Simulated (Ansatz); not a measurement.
Here is the system:

Ag (fcc, Cu type)

```yaml
crystal:
  lattice:
    - [0.00000, 2.02717, 2.02717]
    - [2.02717, 0.00000, 2.02717]
    - [2.02717, 2.02717, 0.00000]
  atoms:
    - { symbol: Ag, position: [0.00000, 0.00000, 0.00000] }
```

The volume is varied about the relaxed value V₀ at fixed cell shape. Symmetry pins the atoms to their sites.

Computed with PBEsol (plane waves to 420 eV, PAW, scalar-relativistic; Ansatz, a program for electronic structure). k mesh 21×21×21 (Γ-centred), Fermi-Dirac smearing 0.05 eV. The energy includes the smearing's −TS. Compression counts positive. Ag was relaxed with its symmetry unable to fall. ΔE is measured from the relaxed starting cell.

The scan covers V/V₀ from 0.840 to 1.160 in 11 points.

What is ΔE at V/V₀ = 0.840?

231 meV/atom.

What pressure does the cell carry at V/V₀ = 0.840?

33.8 GPa.

What is ΔE at V/V₀ = 1.160?

113 meV/atom.

(A scan under strain: stresses follow from slopes of the energy per volume, elastic moduli from its curvatures.)
